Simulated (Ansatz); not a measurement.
## Re: from a first guess to the relaxed hcp type

First guess:

```yaml
crystal:
  lattice:
    - [2.70372, 0.00000, 0.00000]
    - [-1.35186, 2.34149, 0.00000]
    - [0.00000, 0.00000, 4.38003]
  atoms:
    - { symbol: Re, position: [0.33333, 0.66667, 0.25000] }
    - { symbol: Re, position: [0.66667, 0.33333, 0.75000] }
```

These are results of DFT, PBE, PAW with Ansatz's default frozen-core files, scalar-relativistic in Ansatz 0.2.0, not measurements.

Cell and atoms relax within the symmetry of the start on a 14×14×8 k mesh with 0.08 eV Fermi–Dirac smearing.

The start is built from a prototype, known or not as a phase of this compound; the cutoff is 420 eV.

No spin–orbit coupling, which matters for the heavy atoms here.

Task: What is the pressure of the first guess?

Result: 32.7 GPa.

Task: What does it relax to?

Result: a = 2.775 Å, b = 2.775 Å, c = 4.486 Å, α = 90.00°, β = 90.00°, γ = 120.00° (conventional cell), 14.96 Å³ per atom:
```cif
data_structure
_symmetry_space_group_name_H-M 'P6_3/mmc'
_symmetry_Int_Tables_number 194
_cell_length_a 2.7748
_cell_length_b 2.7748
_cell_length_c 4.4859
_cell_angle_alpha 90.000
_cell_angle_beta 90.000
_cell_angle_gamma 120.000
_cell_volume 29.91
loop_
_atom_site_label
_atom_site_type_symbol
_atom_site_symmetry_multiplicity
_atom_site_Wyckoff_symbol
_atom_site_fract_x
_atom_site_fract_y
_atom_site_fract_z
_atom_site_occupancy
Re1 Re 2 c 0.33333 0.66667 0.25000 1
```

Task: How much energy does the relaxation release?

Result: 104 meV/atom.
